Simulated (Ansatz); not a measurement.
PRu:
```xyz
2
Lattice="2.9154 0.0000 0.0000 0.0000 2.9154 0.0000 0.0000 0.0000 2.9154" Properties=species:S:1:pos:R:3 pbc="T T T"
Ru     0.0000     0.0000     0.0000
P      1.4577     1.4577     1.4577
```

Relaxed with PBEsol. Special points in fractions of this cell's reciprocal vectors: Γ (0.000, 0.000, 0.000); X (0.000, 0.500, 0.000); M (0.500, 0.500, 0.000); R (0.500, 0.500, 0.500).

Task: List the band energies nearest the Fermi level at these points for PBEsol in the plane-wave PAW code Ansatz.

Result: In eV from the Fermi level; about four levels below and three above (degenerate sets whole), none deeper than 8.9 eV; … stands for higher levels left out; points with the same levels are listed once.

| k | below | above |
|---|---|---|
| Γ | -1.40 -1.40 -1.40 -0.13 -0.13 -0.13 | 7.55 … |
| X | -4.60 -4.36 -4.36 -1.04 | 0.41 4.75 5.51 5.51 |
| M | -6.01 -6.01 -5.00 -2.98 -2.98 | 0.19 0.69 2.22 |
| R | -8.33 -8.33 -8.33 -8.10 | 0.30 0.30 2.26 2.26 2.26 |

Space group Pm-3m (CsCl type). A made-up cell: these elements were put on the sites of a structure type; neither database checked (COD, Materials Project) lists it. Whether it is the stable phase at ambient conditions was not checked. Symmetry was held in the PBEsol relaxation; whether a distortion lowers the energy is not shown. The run is not spin-polarised. Scalar-relativistic: spin–orbit coupling is off unless named, which matters more the heavier the elements.

Potentials: the earlier of the program's two PAW sets. The files were generated under PBE; for other functionals the program regenerates the frozen cores, and for LDA and PBEsol the local potential too.
